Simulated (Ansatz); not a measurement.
# HgPd: computed DOS

```
Hg Pd
1.0
     3.02995    0.00000    0.00000
     0.00000    3.02995    0.00000
     0.00000    0.00000    3.69200
Hg Pd
1 1
Direct
  0.00000 0.00000 0.00000
  0.50000 0.50000 0.50000
```

The cell is COD entry 1537801, as deposited and not checked against the literature; nothing was relaxed.

Spin polarisation is left out, and whether a magnetic state lies lower isn't shown here.

No spin–orbit coupling, which matters for the heavy atoms here.

Computed with Ansatz 0.2.0, DFT, PBEsol, all-electron LAPW, scalar-relativistic.

Numerical set-up: a Γ-centred 11×11×9 k mesh, Fermi–Dirac smearing of 0.05 eV, basis error target 0.5 meV/atom, no spin polarisation.

States per eV and cell, averaged over 0.4 eV, from -9.8 to 6.0 eV, with energies (bin centres) from the Fermi level; empty bins are left out. The partial columns, the largest 3 alone, are projections on Löwdin-orthogonalised atomic shells (those that the program's projection atoms carry: the occupied ones and, for some elements, an empty d or f shell; other empty shells have no column), summed over atoms of an element. Weights on diffuse s and p shells depend on that basis and aren't pure angular character.

| E (eV) | total | Hg 5d | Pd 4d | Hg 6s |
| --- | --- | --- | --- | --- |
| -9.7 | 0.03 | 0.00 | 0.00 | 0.03 |
| -9.3 | 0.14 | 0.01 | 0.00 | 0.12 |
| -8.9 | 0.29 | 0.06 | 0.01 | 0.22 |
| -8.5 | 1.73 | 1.18 | 0.10 | 0.43 |
| -8.1 | 4.56 | 3.83 | 0.27 | 0.40 |
| -7.7 | 6.30 | 5.59 | 0.42 | 0.22 |
| -7.3 | 5.50 | 4.98 | 0.32 | 0.16 |
| -6.9 | 5.40 | 4.95 | 0.24 | 0.18 |
| -6.5 | 2.13 | 1.77 | 0.11 | 0.23 |
| -6.1 | 0.99 | 0.53 | 0.12 | 0.31 |
| -5.7 | 0.59 | 0.20 | 0.12 | 0.23 |
| -5.3 | 0.53 | 0.12 | 0.17 | 0.20 |
| -4.9 | 0.63 | 0.14 | 0.24 | 0.19 |
| -4.5 | 0.95 | 0.22 | 0.44 | 0.22 |
| -4.1 | 0.58 | 0.09 | 0.37 | 0.07 |
| -3.7 | 1.39 | 0.09 | 1.12 | 0.03 |
| -3.3 | 3.84 | 0.20 | 3.35 | 0.04 |
| -2.9 | 3.96 | 0.22 | 3.49 | 0.06 |
| -2.5 | 3.73 | 0.20 | 3.30 | 0.07 |
| -2.1 | 3.71 | 0.13 | 3.39 | 0.08 |
| -1.7 | 4.84 | 0.25 | 4.36 | 0.11 |
| -1.3 | 1.56 | 0.06 | 1.25 | 0.10 |
| -0.9 | 0.70 | 0.02 | 0.42 | 0.09 |
| -0.5 | 0.53 | 0.02 | 0.20 | 0.09 |
| -0.1 | 0.50 | 0.01 | 0.16 | 0.08 |
| 0.3 | 0.71 | 0.01 | 0.20 | 0.08 |
| 0.7 | 0.75 | 0.01 | 0.17 | 0.09 |
| 1.1 | 0.69 | 0.01 | 0.12 | 0.10 |
| 1.5 | 0.63 | 0.01 | 0.08 | 0.12 |
| 1.9 | 0.48 | 0.00 | 0.05 | 0.03 |
| 2.3 | 0.53 | 0.00 | 0.05 | 0.06 |
| 2.7 | 0.56 | 0.00 | 0.05 | 0.07 |
| 3.1 | 0.58 | 0.00 | 0.04 | 0.07 |
| 3.5 | 0.57 | 0.00 | 0.04 | 0.08 |
| 3.9 | 0.60 | 0.00 | 0.03 | 0.07 |
| 4.3 | 0.66 | 0.00 | 0.03 | 0.07 |
| 4.7 | 0.63 | 0.00 | 0.02 | 0.05 |
| 5.1 | 0.62 | 0.00 | 0.02 | 0.03 |
| 5.5 | 0.61 | 0.00 | 0.01 | 0.02 |
| 5.9 | 0.66 | 0.00 | 0.01 | 0.02 |

(1) Which of the resolved shells contributes most within 0.3 eV of the Fermi level?

(2) Where is the centre of the filled Hg 5d states between -14 eV and the top of the filled states?

## Answers

(1) Pd 4d, with 31 % of all states there; Hg 6s follows with 14 %.

(2) -7.11 eV from the Fermi level.
